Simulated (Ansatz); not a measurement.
In₂Au (fluorite or antifluorite type, Fm-3m) under volume change, r²SCAN (plane waves, PAW; program Ansatz), scaled uniformly.

| V (Å³/atom) | E − E(relaxed) (meV/atom) | P (GPa) |
|---|---|---|
| 21.497 | 52.2 | 8.79 |
| 22.206 | 21.6 | 5.22 |
| 22.914 | 5.0 | 2.36 |
| 23.623 | 0.0 | 0.00 |
| 24.332 | 4.4 | -1.90 |
| 25.040 | 16.0 | -3.30 |
| 25.749 | 33.1 | -4.41 |

Problem. What does a third-order Birch–Murnaghan fit give for V₀, B₀ and B′?

Solution. V₀ = 23.62 Å³/atom, B₀ = 68.6 GPa, B′ = 6.6.

The workflow started from an entry of the Crystallography Open Database (COD). Its standing as an ambient phase is unchecked. The r²SCAN relaxation kept the symmetry of its start; its stability against distortions is not shown here. Scalar-relativistic: spin–orbit coupling is off unless named, which matters more the heavier the elements.

Potentials: the later of the program's two PAW sets.
